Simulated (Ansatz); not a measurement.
**Property card for two-dimensional P**

P:
```
P
1.0
    3.28511     0.00000     0.00000
    0.00000     4.58566     0.00000
    0.00000     0.00000    30.00000
P
4
Cartesian
  0.00000   4.17367  16.04472
  1.64256   2.70482  16.04472
  0.00000   0.41199  13.95528
  1.64256   1.88084  13.95528
```
Free-standing layer in the xy plane with vacuum along z and no interaction between images.

Method: plane-wave PAW r²SCAN+D4 (Ansatz code). Lattice and atoms are relaxed at this level; other levels are named.

### Structure

| Quantity | Result |
|---|---|
| In-plane lattice | a = 3.285 Å, b = 4.586 Å |
| Distance between the outermost nuclei | 2.09 Å |

### Electronic structure

| Property | Value |
|---|---|
| Band gap | 1.03 eV (direct) |
| Valence-band maximum | on the Γ–X line, 10 % of the way from Γ |
| Conduction-band minimum | at Γ |
| Ionisation potential (Kohn–Sham) | 5.18 eV |
| Electron affinity (Kohn–Sham) | 4.15 eV |
| Electron effective mass, in the valley at Γ | 1.2 along x, 0.14 along y (mₑ) |
| Hole effective mass, in the valley on the Γ–X line, 10 % of the way from Γ | 2.9 along x, 0.13 along y (mₑ) |
| HSE06 gap on the r²SCAN+D4 cell | 1.53 eV |
| HSE06 ionisation potential | 5.44 eV |

Space group Pmna (puckered). A layer that has been made, often on a substrate. The r²SCAN+D4 relaxation kept the symmetry of its start; whether a distortion lowers the energy is not shown.

Potentials: the earlier of the program's two PAW sets.
